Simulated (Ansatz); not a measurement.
W (hcp (Mg type), P6_3/mmc) under volume change, DFT-LDA in the program Ansatz with PAW potentials, shape and atoms relaxed at each volume.

| V (Å³/atom) | E − E(relaxed) (meV/atom) | P (GPa) |
|---|---|---|
| 14.317 | 142.7 | 35.00 |
| 14.788 | 60.0 | 21.50 |
| 15.260 | 14.2 | 9.89 |
| 15.732 | 0.0 | 0.00 |
| 16.204 | 12.8 | -8.44 |
| 16.676 | 48.5 | -15.64 |
| 17.148 | 103.8 | -21.78 |

**Question.** What does a third-order Birch–Murnaghan fit give for V₀, B₀ and B′?

**Answer.** V₀ = 15.73 Å³/atom, B₀ = 304 GPa, B′ = 4.2.

The workflow started from a Materials Project entry (that database holds measured and hypothetical structures alike); the Crystallography Open Database copy checked does not list it. It is not the phase usual at ambient conditions (space group No. 229). Symmetry was held in the LDA relaxation; of distortions, only those at the zone centre were tested. No spin polarisation was allowed. Scalar-relativistic: spin–orbit coupling is off unless named, which matters more the heavier the elements.

Potentials: the earlier of the program's two PAW sets.
